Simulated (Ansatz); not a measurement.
Method: Ansatz 0.2.0, DFT PBE, scalar-relativistic, plane waves, PAW. All cells share a 420 eV cutoff and Γ-centred k meshes spaced about 0.3 Å⁻¹ or finer (0.25 for metals, 2π included). No spin polarisation in the final relaxations.

Temperature and zero-point effects are left out. All come from trial cells, and lower structures may exist.

Question: Which of these relaxed structures of Cu5Mo is the lowest in energy?
A.

Space group P-3m1 (No. 164). a = 2.632 Å, b = 2.632 Å, c = 12.835 Å, α = 90.00°, β = 90.00°, γ = 120.00°
```csv
atom,site,symmetry,x,y,z
Cu,2d,3m.,0.6667,0.3333,0.8214
Cu,2d,3m.,0.3333,0.6667,0.6603
Cu,1b,-3m.,0.0000,0.0000,0.5000
Mo,1a,-3m.,0.0000,0.0000,0.0000
```

B.

Space group P-3m1 (No. 164). a = 2.643 Å, b = 2.643 Å, c = 25.504 Å, α = 90.00°, β = 90.00°, γ = 120.00°
```csv
atom,site,symmetry,x,y,z
Cu,2c,3m.,0.0000,0.0000,0.1387
Cu,2d,3m.,0.6667,0.3333,0.2194
Cu,2c,3m.,0.0000,0.0000,0.3798
Cu,2d,3m.,0.6667,0.3333,0.4599
Cu,2d,3m.,0.3333,0.6667,0.2997
Mo,2d,3m.,0.3333,0.6667,0.0491
```

C.

Space group P4/mmm (No. 123). a = 2.586 Å, b = 2.586 Å, c = 11.310 Å, α = 90.00°, β = 90.00°, γ = 90.00°
```tsv
atom	site	symmetry	x	y	z
Cu	2h	4mm	0.5000	0.5000	0.3416
Cu	2g	4mm	0.0000	0.0000	0.1813
Cu	1b	4/mmm	0.0000	0.0000	0.5000
Mo	1c	4/mmm	0.5000	0.5000	0.0000
```

D.

Space group P4/nmm:1 (No. 129). a = 2.607 Å, b = 2.607 Å, c = 22.317 Å, α = 90.00°, β = 90.00°, γ = 90.00°
```
atom  site  symmetry       x       y       z
  Cu    2c       4mm  0.5000  0.0000  0.6983
  Cu    2c       4mm  0.0000  0.5000  0.6190
  Cu    2c       4mm  0.5000  0.0000  0.5397
  Cu    2c       4mm  0.5000  0.0000  0.8576
  Cu    2c       4mm  0.0000  0.5000  0.7776
  Mo    2c       4mm  0.0000  0.5000  0.9478
```

Answer: D. It has Cu and Mo ordered on fcc sites, space group P4/nmm (No. 129); the next, C, with Cu and Mo ordered on fcc sites, space group P4/mmm (No. 123), lies 18 meV/atom higher. Counting all near atoms (those within 1.25 times the shortest distance at each site), the lowest and the next both have Cu 12, Mo 12. Even the lowest lies +0.07 eV/atom against the elements.

Cells relaxed within their symmetry can be saddle points. Some candidate types were left out of the draw beforehand, so a known form may be missing.
